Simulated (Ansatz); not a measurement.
A relaxed cell of In₂Ge is given with its symmetry left out. The cell was found from a structure generator's guess, not taken from experiment.

Computed with DFT PBE, scalar-relativistic, plane waves, PAW (Ansatz). Cutoff 420 eV, Γ-centred mesh, Gaussian smearing, no spin polarisation.

```yaml
crystal:
  lattice:
    - [3.32705, 0.00000, 0.00000]
    - [-1.66352, 2.88131, 0.00000]
    - [0.00000, 0.00000, 7.74641]
  atoms:
    - { symbol: In, position: [0.33333, 0.66667, 0.68072] }
    - { symbol: In, position: [0.66667, 0.33333, 0.31928] }
    - { symbol: Ge, position: [0.00000, 0.00000, 0.00000] }
```

Formation energies are uncorrected and refer to the elements' standard structures at the same level.

Question: What space group does it have?

Answer: P-3m1 (No. 164), with In and Ge ordered on fcc sites. Conventional cell: a = 3.327 Å, c = 7.746 Å. In is surrounded by 3 Ge at 3.13 Å and 9 In at 3.33–3.40 Å; Ge is surrounded by 6 In at 3.13 Å and 6 Ge at 3.33 Å.

Question: How far does it lie from the elements in energy?

Answer: +0.15 eV/atom. The separate elements lie lower, so it is unstable against them.

Question: Is it a metal?

Answer: Yes, bands cross the Fermi level on the 18×18×6 mesh.

Question: From what recipe could a structure generator have reached it?

Answer: One such recipe: ordered superstructure of fcc (P-3m1, No. 164). Other recipes can lead to the same cell.

The last run used an 18×18×6 mesh (in the run's order of axes) for its 3-atom cell and Gaussian smearing of 0.10 eV. A structure relaxed within its symmetry needn't be a true minimum.
